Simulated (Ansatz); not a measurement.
Single points with r2SCAN in Ansatz 0.2.0, PAW, spin-restricted, at the geometries given.

Question: Which of them gave these results: no gap, pressure -6.3 GPa, largest force 0.00 eV/Å, largest positive Bader charge +0.00 e?
A.
InRu (500 eV, 12×12×12 mesh on the cell that ran, as a rule the primitive one, fermi-dirac 0.1 eV)
Space group R-3m:H (No. 166). a = 3.279 Å, b = 3.279 Å, c = 12.086 Å, α = 90.00°, β = 90.00°, γ = 120.00°
```csv
atom,site,symmetry,x,y,z
In,3b,-3m,0.6667,0.3333,0.8333
Ru,3a,-3m,0.0000,0.0000,0.0000
```
B.
Pt (500 eV, 14×14×14 mesh on the cell that ran, as a rule the primitive one, fermi-dirac 0.1 eV)
```
Pt
1.0
     0.00000    1.98693    1.98693
     1.98693    0.00000    1.98693
     1.98693    1.98693    0.00000
Pt
1
Direct
  0.00000 0.00000 0.00000
```
C.
LaCuSeO (500 eV, 6×6×3 mesh on the cell that ran, as a rule the primitive one, fermi-dirac 0.1 eV)
Space group P4/nmm:1 (No. 129). a = 4.014 Å, b = 4.014 Å, c = 8.683 Å, α = 90.00°, β = 90.00°, γ = 90.00°
```tsv
atom	site	symmetry	x	y	z
Cu	2b	-4m2	0.5000	0.5000	0.5000
La	2c	4mm	0.5000	0.0000	0.1398
Se	2c	4mm	0.5000	0.0000	0.6698
O	2a	-4m2	0.5000	0.5000	0.0000
```

Answer: B. The others gave InRu: no gap, -8.8 GPa; LaCuSeO: gap 1.86 eV, 4.1 GPa.

Origins: InRu, a known structure type with other elements, at an estimated volume; Pt, a database entry at a rescaled volume; LaCuSeO, a database entry at a rescaled volume. Caveats for one or more cells: many states at the Fermi level without spin polarisation, so a magnetic state may lie lower.
